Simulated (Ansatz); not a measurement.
A trial cell of K2TaO3, before relaxation:

```cif
data_structure
_symmetry_space_group_name_H-M 'P 1'
_symmetry_Int_Tables_number 1
_cell_length_a 5.1706
_cell_length_b 5.1706
_cell_length_c 5.2278
_cell_angle_alpha 90.000
_cell_angle_beta 90.000
_cell_angle_gamma 120.000
_cell_volume 121.04
loop_
_atom_site_label
_atom_site_type_symbol
_atom_site_fract_x
_atom_site_fract_y
_atom_site_fract_z
_atom_site_occupancy
K1 K 0.33333 0.66667 0.78601 1
K2 K 0.66667 0.33333 0.21399 1
Ta1 Ta 0.00000 0.00000 0.00000 1
O1 O 0.50000 0.00000 0.50000 1
O2 O 0.00000 0.50000 0.50000 1
O3 O 0.50000 0.50000 0.50000 1
```

Level of theory: DFT PBE, scalar-relativistic, plane waves, PAW in Ansatz. Cutoff 420 eV, Gaussian smearing, Γ-centred meshes. Cell and atoms relax first on a coarse mesh and then on a finer one. In between, the cell is made exact in the group found at 0.06 Å. In metals the finer mesh still leaves noise of several meV/atom or more. The steps can't lower the symmetry of their start. Collinear spin is switched on along the way, since trial moments persisted in a coarse test.

A guess keeps its type if space group and coordination stay and the shape of the cell changes little (axis ratios within about 15 %, angles within 6°); the volume may change.

Question: Does it keep its structure type, or change into something else?

Answer: It doesn't keep its type. The symmetry goes from P-3m1 (No. 164) to P6/mmm (No. 191). The volume per atom shrinks by 2.2 %, from 20.2 to 19.7 Å³. The shortest distance goes from 2.11 Å (K–O) to 2.51 Å (K–O). Counting neighbours within 15 % of an atom's shortest distance, the start has K 3, O 2, Ta 6 and the end K 6, O 4, Ta 20. In detail, at the end K is surrounded by 6 O at 2.51 Å, 5 K at 3.46–3.63 Å and 3 Ta at 3.63 Å; around Ta lie 2 Ta at 3.46 Å, 12 O at 3.59 Å and 6 K at 3.63 Å; O is surrounded by 4 K at 2.51 Å, 4 O at 3.14 Å, 2 O at 3.46 Å and 4 Ta at 3.59 Å.

Space group P6/mmm (No. 191). a = 6.281 Å, b = 6.281 Å, c = 3.463 Å, α = 90.00°, β = 90.00°, γ = 120.00°
```
atom  site  symmetry       x       y       z
   K    2c      -6m2  0.3333  0.6667  0.0000
  Ta    1a     6/mmm  0.0000  0.0000  0.0000
   O    3g       mmm  0.5000  0.0000  0.5000
```

The zero of energy is the elements' standard structures at the same level (O₂ as a molecule); no fitted shifts are applied.

Question: At what energy does it end?

Answer: +0.85 eV/atom. The separate elements lie lower, so it is unstable against them.

The last run used collinear spin, a 6×6×12 mesh (in the run's order of axes) for its 6-atom cell and Gaussian smearing of 0.10 eV. Spin–orbit coupling, which can matter for Ta, is left out. Another magnetic order may lie lower. Symmetry constrained the relaxation, so the result can be a saddle point. Another cell of K2TaO3 relaxed alike but without spin, in P-6m2, lies 2.66 eV/atom lower, so this cell isn't the stable form at this level.
